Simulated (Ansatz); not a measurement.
**Single point on NiC₂**

System: NiC₂ placed on the sites of a rock-salt lattice with a pair of atoms on one site (a generated, not necessarily known, phase), then sheared and rattled.

PBE, LAPW, all electrons in Ansatz, scalar relativity, no spin–orbit coupling, point nuclei. Coarse mesh: 3×3×3 Γ-centred, σ = 0.15 eV (Fermi–Dirac). In metals such a mesh can move stress, forces and moments by their own size. Spin-restricted. With Ni in the cell, a run with spin could end lower. Labels count atoms in the order given.

```xyz
3
Lattice="-2.4335 0.0400 2.4750 -0.0689 2.4970 2.4460 -2.3282 2.4208 0.1452" Properties=species:S:1:pos:R:3 pbc="T T T"
Ni   -2.0296    3.2849    2.2955
C    -3.9772    5.2425    4.3391
C    -4.8370    6.2077    5.2770
```

**Question.** What forces and pressure does this calculation give?

**Answer.** 
Forces in eV/Å:
```
Ni1   0.205 -0.180 -0.132
C2   -1.509  1.725  1.770
C3    1.304 -1.544 -1.638
```

Stress tensor (GPa, compression positive):
```
-16.84   9.25   5.90
  9.25 -26.67  -6.34
  5.90  -6.34 -17.35
```

```
All-electron free energy E − TS (its zero hangs on the relativistic scheme and nucleus) : -43452.387 eV
Pressure                                                                                : -20.29 GPa
Largest force                                                                           : 2.895 eV/Å
```

**Question.** Repeat with r2SCAN by all-electron PAW datasets generated for the cell without frozen cores, scalar-relativistic, point nucleus.

**Answer.** Against PBE, the pressure decreases by 3.92 GPa to -24.21 GPa, and the forces move by 0.119 eV/Å (r.m.s. over the atoms).

```
atom  Fx (eV/Å)  Fy (eV/Å)  Fz (eV/Å)
 Ni1      0.230     -0.201     -0.157
  C2     -1.594      1.842      1.839
  C3      1.364     -1.640     -1.682
```

**Question.** The same cell and mesh under LDA (PW92) by all-electron full-potential LAPW, scalar-relativistic, point nucleus: what changes?

**Answer.** Beside PBE, the pressure goes down by 13.07 GPa to -33.36 GPa, and the forces move by 0.093 eV/Å (r.m.s. over the atoms).

```csv
atom,Fx (eV/Å),Fy (eV/Å),Fz (eV/Å)
Ni1,0.203,-0.181,-0.144
C2,-1.428,1.682,1.708
C3,1.225,-1.501,-1.563
```
